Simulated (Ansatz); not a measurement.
### Question
InRu$_{3}$N (anti-perovskite, Pm-3m) is relaxed with plane-wave PAW PBEsol (Ansatz code). What lattice parameters of the conventional cell result?

### Answer
a = 4.037 Å.

### Question
Is it a metal or does it have a gap at this level?

### Answer
No gap at this level.

The start of the workflow was typed in or built on a structure type; neither database checked (COD, Materials Project) lists it. Its standing as an ambient phase is unchecked. The PBEsol relaxation kept the symmetry of its start; whether a distortion lowers the energy is not shown. The workflow began spin-polarised and lost its moments. Spin–orbit coupling is left out wherever it is not named.

Potentials: the earlier of the program's two PAW sets. The files were generated under PBE; for other functionals the program regenerates the frozen cores, and for LDA and PBEsol the local potential too.
